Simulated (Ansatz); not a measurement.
MgTiNO:
```cif
data_MgNOTi
_chemical_formula_sum 'Ti1 N1 Mg1 O1'
_space_group_name_H-M_alt 'P 1'
_space_group_IT_number 1
_cell_length_a 2.96633
_cell_length_b 2.96633
_cell_length_c 4.33288
_cell_angle_alpha 90.000
_cell_angle_beta 90.000
_cell_angle_gamma 90.000
loop_
_space_group_symop_operation_xyz
  'x, y, z'
loop_
_atom_site_label
_atom_site_type_symbol
_atom_site_fract_x
_atom_site_fract_y
_atom_site_fract_z
_atom_site_occupancy
Ti1 Ti 0.00000 0.00000 0.00000 1
N1 N 0.50000 0.50000 0.00000 1
Mg1 Mg 0.50000 0.50000 0.50000 1
O1 O 0.00000 0.00000 0.50000 1
```
The run is spin-polarised; directions of the spins, atom by atom: 0 0 0 0.

Relaxed with r²SCAN.

### Question
Tabulate the valence density and the electron localisation function along the shortest Ti–O contact (2.17 Å), the program Ansatz at the r²SCAN level (PAW).

### Answer


```tsv
distance from Ti (Å)	density (e/Å³)	ELF
0.22	10.61	0.64
0.32	8.84	0.71
0.43	6.60	0.75
0.54	4.32	0.73
0.65	2.46	0.65
0.76	1.26	0.43
0.87	0.66	0.20
0.97	0.44	0.08
1.08	0.40	0.12
1.19	0.48	0.33
1.30	0.67	0.61
1.41	1.00	0.78
1.52	1.57	0.81
1.62	2.51	0.80
1.73	3.88	0.75
1.84	5.51	0.62
1.95	7.09	0.44
```

The density is the valence pseudo-density with augmentation charge, so density and ELF within about 1 Å of a nucleus are not all-electron values.

Space group P4/mmm. The start of the workflow was typed in or built on a structure type; neither database checked (COD, Materials Project) lists it. Whether it is the stable phase at ambient conditions was not checked. The cell was relaxed with r²SCAN under the symmetry of its start; its stability against distortions is not shown here. The final state is ferromagnetic, the only order run, not a proven ground state. The cell computed holds one magnetic atom, so no antiferromagnetic order was within reach. Other orbital occupations within this spin state were not tried. No Hubbard U is applied.

Potentials: the earlier of the program's two PAW sets.
